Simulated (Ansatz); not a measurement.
NbIr3 (Cu3Au type, Pm-3m), a = 3.8814 Å, b = 3.8814 Å, c = 3.8814 Å, α = 90.00°, β = 90.00°, γ = 90.00°.

Relaxed with PBEsol.

Tabulate the valence density and the electron localisation function along the shortest Ir–Ir contact (2.74 Å), the program Ansatz at the PBEsol level (PAW).



```
distance from Ir (Å)  density (e/Å³)   ELF
--------------------  --------------  ----
0.27                            8.81  0.54
0.41                            7.64  0.65
0.55                            5.56  0.66
0.69                            3.36  0.57
0.82                            1.74  0.42
0.96                            0.93  0.29
1.10                            0.60  0.28
1.24                            0.47  0.34
1.37                            0.43  0.38
1.51                            0.47  0.34
1.65                            0.60  0.28
1.78                            0.93  0.29
1.92                            1.74  0.42
2.06                            3.36  0.57
2.20                            5.56  0.66
2.33                            7.64  0.65
2.47                            8.81  0.54
```

The density is the valence pseudo-density with augmentation charge, so density and ELF within about 1 Å of a nucleus are not all-electron values.

The workflow started from an entry of the Crystallography Open Database (COD). Whether it is the stable phase at ambient conditions was not checked. The cell was relaxed with PBEsol under the symmetry of its start; its stability against distortions is not shown here. No spin polarisation was allowed. Scalar-relativistic: spin–orbit coupling is off unless named, which matters more the heavier the elements.

Potentials: the later of the program's two PAW sets.
